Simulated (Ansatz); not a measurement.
K$_{4}$Br$_{2}$O:
```
K4Br2O
1.0
   -2.57082     2.57082     8.26215
    2.57082    -2.57082     8.26215
    2.57082     2.57082    -8.26215
K Br O
4 2 1
Direct
  0.15439   0.15439   0.00000
  0.84561   0.84561   0.00000
  0.50000   0.00000   0.50000
  0.00000   0.50000   0.50000
  0.35594   0.35594   0.00000
  0.64406   0.64406   0.00000
  0.00000   0.00000   0.00000
```

Relaxed with r²SCAN.

### Question
Give the Bader charges and basin volumes of the independent atoms, r²SCAN (plane waves, PAW; program Ansatz).

### Answer


```json
[
 {"atom": "K1", "Bader charge (e)": "+0.83", "Bader volume (Å³)": "24.0"},
 {"atom": "K3", "Bader charge (e)": "+0.79", "Bader volume (Å³)": "21.1"},
 {"atom": "Br5", "Bader charge (e)": "-0.86", "Bader volume (Å³)": "50.4"},
 {"atom": "O7", "Bader charge (e)": "-1.52", "Bader volume (Å³)": "20.2"}
]
```

Space group I4/mmm. The workflow started from a Materials Project entry (that database holds measured and hypothetical structures alike); the Crystallography Open Database files this formula in space group No. 139, but the cells were not matched. Whether it is the stable phase at ambient conditions was not checked. The r²SCAN relaxation kept the symmetry of its start; its stability against distortions is not shown here.

Potentials: the later of the program's two PAW sets.
